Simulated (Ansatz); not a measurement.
MgBe2I6 (R-3) at 3 levels of theory

One geometry, relaxed with PBE; plane waves with PAW potentials in Ansatz, scalar-relativistic. No spin polarisation. Gaps are the least over mesh and band path; pressure is positive in compression.

```cif
data_structure
_symmetry_space_group_name_H-M 'P 1'
_symmetry_Int_Tables_number 1
_cell_length_a 9.2228
_cell_length_b 9.2228
_cell_length_c 9.2228
_cell_angle_alpha 46.147
_cell_angle_beta 46.147
_cell_angle_gamma 46.147
_cell_volume 372.22
loop_
_atom_site_label
_atom_site_type_symbol
_atom_site_fract_x
_atom_site_fract_y
_atom_site_fract_z
_atom_site_occupancy
Mg1 Mg 0.00000 0.00000 0.00000 1
Be1 Be 0.26791 0.26791 0.26791 1
Be2 Be 0.73209 0.73209 0.73209 1
I1 I 0.05013 0.41137 0.75609 1
I2 I 0.75609 0.05013 0.41137 1
I3 I 0.41137 0.75609 0.05013 1
I4 I 0.94987 0.58863 0.24391 1
I5 I 0.24391 0.94987 0.58863 1
I6 I 0.58863 0.24391 0.94987 1
```

```json
{"level": "PBE", "cutoff (eV)": "420", "k mesh": "6×6×6", "gap (eV)": "3.30", "pressure (GPa)": "0.0"}
{"level": "r2SCAN", "cutoff (eV)": "500", "k mesh": "6×6×6", "gap (eV)": "3.88", "pressure (GPa)": "-0.4"}
{"level": "LDA", "cutoff (eV)": "420", "k mesh": "6×6×6", "gap (eV)": "3.16", "pressure (GPa)": "-1.8"}
```

Spin-orbit coupling matters for the bands of heavy elements and is left out. The cell holds layers, chains or molecules and no dispersion correction was added, so their binding is poorly described.

The structure comes from a generated guess; another structure or a mixture of phases may lie lower.
